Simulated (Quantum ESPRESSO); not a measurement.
## Al3ZnON3 (input and log of a self-consistent run)

A calculation, not a measurement. The program is pw.x of Quantum ESPRESSO 7.5 (plane-wave density functional theory). The cell is made up: 8 atoms on a wurtzite lattice, with randomly drawn elements, strain and displacements, not relaxed. PseudoDojo standard norm-conserving files (v0.5 for PBE, v0.4.1 for LDA and PBEsol) set the functional; there is no spin polarisation, spin-orbit coupling or dispersion term, and the masses in the input are unused placeholders.

Input:

```
&control calculation='scf', pseudo_dir='./dojo.nc.sr.pbe.v0_5.standard.upf', outdir='./o', disk_io='medium', tprnfor=.true., tstress=.true. /
&system ibrav=0, nat=8, ntyp=4, nbnd=31, ecutwfc=84.00895049, nosym=.true., tot_charge=0,
 occupations='smearing', smearing='fd', degauss=0.0018374661
/
&electrons conv_thr=7.350e-09, electron_maxstep=60, /
ATOMIC_SPECIES
Al 1.0 Al.upf
N 1.0 N.upf
O 1.0 O.upf
Zn 1.0 Zn.upf
CELL_PARAMETERS angstrom
3.1757 -0.0232 -0.0316
-0.0401 5.3987 -0.0638
-0.0517 -0.0602 5.154
ATOMIC_POSITIONS angstrom
Al 0.0709 0.0147 -0.0173
Al 1.6271 2.6952 -0.1276
Al 1.5191 0.8479 2.545
Zn 0.0024 3.5545 2.5305
O -0.0619 -0.0197 1.9282
N 1.5058 2.6991 1.8899
N 1.5569 0.7723 4.5404
N -0.068 3.5524 4.4707
K_POINTS automatic
6 4 4 1 1 1
```

The log is shortened where brackets say so; the opening notice, blank lines, dates and the lines on written files are dropped, and the path of the files is cut. It prints rydbergs, bohrs and kilobars, and counts compression as positive stress. With no partly filled state, the Fermi energy that it prints is only some level between the filled and the empty states on the mesh, and need not lie in the true gap.

```
     Program PWSCF v.7.5
     Parallel version (MPI & OpenMP), running on       1 processor cores
     Number of MPI processes:                 1
     Threads/MPI process:                     1
     [start-up lines left out]
     bravais-lattice index     =            0
     lattice parameter (alat)  =       6.0017  a.u.
     unit-cell volume          =     596.1315 (a.u.)^3
     number of atoms/cell      =            8
     number of atomic types    =            4
     number of electrons       =        50.00
     number of Kohn-Sham states=           31
     kinetic-energy cutoff     =      84.0090  Ry
     charge density cutoff     =     336.0358  Ry
     scf convergence threshold =      7.3E-09
     mixing beta               =       0.7000
     number of iterations used =            8  plain     mixing
     Exchange-correlation= PBE
                           (   1   4   3   4   0   0   0)
     [axes and pseudopotential details left out]
   Cartesian axes
     site n.     atom                  positions (alat units)
         1        Al     tau(   1) = (   0.0223241   0.0046285  -0.0054472  )
         2        Al     tau(   2) = (   0.5123204   0.8486301  -0.0401771  )
         3        Al     tau(   3) = (   0.4783148   0.2669759   0.8013371  )
         4        Zn     tau(   4) = (   0.0007557   1.1191955   0.7967715  )
         5        O      tau(   5) = (  -0.0194903  -0.0062029   0.6071270  )
         6        N      tau(   6) = (   0.4741271   0.8498581   0.5950676  )
         7        N      tau(   7) = (   0.4902168   0.2431720   1.4296231  )
         8        N      tau(   8) = (  -0.0214110   1.1185343   1.4076769  )
     number of k points=    48  Fermi-Dirac smearing, width (Ry)=  0.0018
                       cart. coord. in units 2pi/alat
        k(    1) = (   0.0846719   0.0750945   0.0787526), wk =   0.0416667
        k(    2) = (   0.0862186   0.0769269   0.2328418), wk =   0.0416667
     [further k points left out]
     Dense  grid:    62057 G-vectors     FFT dimensions: (  36,  60,  60)
     Estimated max dynamical RAM per process >      77.72 MB
     Initial potential from superposition of free atoms
     starting charge      49.9925, renormalised to      50.0000
     Starting wfcs are   38 randomized atomic wfcs
     total cpu time spent up to now is       11.2 secs
     per-process dynamical memory:    48.0 Mb
     Self-consistent Calculation
     iteration #  1     ecut=    84.01 Ry     beta= 0.70
     Davidson diagonalization with overlap
     ethr =  1.00E-02,  avg # of iterations =  3.5
     total cpu time spent up to now is       32.1 secs
     total energy              =    -526.83590060 Ry
     estimated scf accuracy    <       2.32401890 Ry
     iteration #  2     ecut=    84.01 Ry     beta= 0.70
     Davidson diagonalization with overlap
     ethr =  4.65E-03,  avg # of iterations =  3.0
     total cpu time spent up to now is       47.3 secs
     total energy              =    -527.46378944 Ry
     estimated scf accuracy    <       2.26273857 Ry
     iteration #  3     ecut=    84.01 Ry     beta= 0.70
     Davidson diagonalization with overlap
     ethr =  4.53E-03,  avg # of iterations =  2.0
     total cpu time spent up to now is       61.9 secs
     total energy              =    -527.85317018 Ry
     estimated scf accuracy    <       0.07611607 Ry
     iteration #  4     ecut=    84.01 Ry     beta= 0.70
     Davidson diagonalization with overlap
     ethr =  1.52E-04,  avg # of iterations =  5.1
     total cpu time spent up to now is       77.3 secs
     total energy              =    -527.87776115 Ry
     estimated scf accuracy    <       0.00533257 Ry
     iteration #  5     ecut=    84.01 Ry     beta= 0.70
     Davidson diagonalization with overlap
     c_bands:  1 eigenvalues not converged
     ethr =  1.07E-05,  avg # of iterations =  7.5
     total cpu time spent up to now is      101.8 secs
     total energy              =    -527.87860714 Ry
     estimated scf accuracy    <       0.00259910 Ry
     [iterations 6 to 8 left out]
     iteration #  9     ecut=    84.01 Ry     beta= 0.70
     Davidson diagonalization with overlap
     ethr =  5.11E-09,  avg # of iterations =  4.4
     total cpu time spent up to now is      167.8 secs
     total energy              =    -527.87871546 Ry
     estimated scf accuracy    <       0.00000517 Ry
     iteration # 10     ecut=    84.01 Ry     beta= 0.70
     Davidson diagonalization with overlap
     ethr =  5.11E-09,  avg # of iterations =  2.0
     total cpu time spent up to now is      181.5 secs
     total energy              =    -527.87871587 Ry
     estimated scf accuracy    <       0.00000046 Ry
     iteration # 11     ecut=    84.01 Ry     beta= 0.70
     Davidson diagonalization with overlap
     ethr =  9.26E-10,  avg # of iterations =  2.3
     total cpu time spent up to now is      194.7 secs
     total energy              =    -527.87871598 Ry
     estimated scf accuracy    <          9.4E-09 Ry
     iteration # 12     ecut=    84.01 Ry     beta= 0.70
     Davidson diagonalization with overlap
     ethr =  1.87E-11,  avg # of iterations =  4.9
     total cpu time spent up to now is      212.0 secs
     total energy              =    -527.87871599 Ry
     estimated scf accuracy    <       0.00000002 Ry
     iteration # 13     ecut=    84.01 Ry     beta= 0.70
     Davidson diagonalization with overlap
     ethr =  1.87E-11,  avg # of iterations =  2.0
     total cpu time spent up to now is      224.1 secs
     End of self-consistent calculation
          k = 0.0847 0.0751 0.0788 (  7743 PWs)   bands (ev):
  -115.0038 -69.2596 -69.1798 -69.1776 -11.5494  -6.5076  -5.0656  -4.2440
     1.1996   1.8566   2.5837   2.8730   3.1725   3.3120   3.6709   3.9996
     4.2954   4.8399   5.4015   5.6372   6.8644   7.1830   7.7881   8.4530
     9.1432  10.9549  13.1923  13.5405  14.8205  15.6547  16.3354
     [levels at the other k points left out]
     the Fermi energy is     9.9909 ev
!    total energy              =    -527.87871599 Ry
     estimated scf accuracy    <          1.8E-09 Ry
     smearing contrib. (-TS)   =      -0.00000000 Ry
     internal energy E=F+TS    =    -527.87871599 Ry
     The total energy is F=E-TS. E is the sum of the following terms:
     one-electron contribution =    -441.70313864 Ry
     hartree contribution      =     244.75172039 Ry
     xc contribution           =     -78.69202489 Ry
     ewald contribution        =    -252.23527285 Ry
     convergence has been achieved in  13 iterations
     Forces acting on atoms (cartesian axes, Ry/au):
     atom    1 type  1   force =    -0.04191033   -0.05838320   -0.01210071
     atom    2 type  1   force =    -0.03227118    0.03331357    0.05242637
     atom    3 type  1   force =     0.00954471    0.07263547    0.00393774
     atom    4 type  4   force =    -0.04056727   -0.04892550    0.02048197
     atom    5 type  3   force =     0.00349109    0.09644837   -0.02720793
     atom    6 type  2   force =     0.04902839   -0.12418466   -0.06886493
     atom    7 type  2   force =     0.02613500    0.01512580   -0.04269377
     atom    8 type  2   force =     0.02654959    0.01397014    0.07402127
     Total force =     0.248574     Total SCF correction =     0.000053
     Computing stress (Cartesian axis) and pressure
          total   stress  (Ry/bohr**3)                   (kbar)     P=       -2.11
   0.00022196   0.00005400  -0.00003254           32.65        7.94       -4.79
   0.00005400   0.00002215   0.00015187            7.94        3.26       22.34
  -0.00003254   0.00015187  -0.00028710           -4.79       22.34      -42.23
     init_run     :      9.98s CPU     11.06s WALL (       1 calls)
     electrons    :    191.30s CPU    212.86s WALL (       1 calls)
     forces       :      2.30s CPU      2.34s WALL (       1 calls)
     stress       :      8.65s CPU      8.70s WALL (       1 calls)
     [timing details left out]
     PWSCF        :   3m32.43s CPU   3m55.30s WALL
     JOB DONE.
```

In other units: free energy -7182.156 eV for the cell, pressure -0.21 GPa, largest force component 3.193 eV/Å. A rerun of a related cell, with the same atoms placed differently, at 1437 eV and a 8 x 6 x 6 mesh moved values by no more than 0.002 eV in energy, 0.03 GPa in stress and 0.002 eV/Å in force.